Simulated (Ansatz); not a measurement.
Relaxed-ion elastic tensor of SiO₂ in space group P3_121 (No. 152; O on 6c, Si on 3a) in GPa (Voigt order), PBEsol (plane waves, PAW; program Ansatz); density 2.59 g/cm³, 12.83 Å³ per atom.

```
 75.9    4.6    8.3  -17.7    0.0    0.0
  4.6   75.9    8.3   17.7    0.0    0.0
  8.3    8.3   93.1    0.0    0.0    0.0
-17.7   17.7    0.0   53.2    0.0    0.0
  0.0    0.0    0.0    0.0   53.2  -17.7
  0.0    0.0    0.0    0.0  -17.7   35.7
```

Is the crystal mechanically stable?

Yes: the smallest eigenvalue of C is 24.6 GPa.

Work out the Voigt, Reuss and Hill averages.

K_V = 31.9, K_R = 31.5, K_H = 31.7; G_V = 43.3, G_R = 36.1, G_H = 39.7 GPa.

Give Young's modulus, Poisson's ratio, Pugh's ratio and the universal anisotropy index.

E = 9KG/(3K + G) = 84.1 GPa; ν = 0.06; K/G = 0.80 (brittle by the Pugh limit of 1.75); A_U = 5G_V/G_R + K_V/K_R − 6 = 1.01.

Estimate the sound speeds and the Debye temperature.

v_l = √((K + 4G/3)/ρ) = 5720 m/s, v_t = √(G/ρ) = 3910 m/s, mean 4260 m/s; Θ = (h/k)(3n/4πV)^(1/3) v_m = 542 K.

Solve the Christoffel equation for the three sound speeds along x, y, z.

Eigenvalues of C_ijkl n_j n_l equal ρv² (piezoelectric stiffening left out). In km/s, slowest first: x 3.08, 4.98, 5.41; y 3.71, 4.10, 5.75; z 4.53, 4.53, 5.99.

How much does each axis shrink under pressure?

Linear compressibilities β_i = Σ_j S_ij (j = 1 to 3): x 12, y 12, z 8.7 per TPa.

The PBEsol relaxation kept the symmetry of its start.

Potentials: the later of the program's two PAW sets.
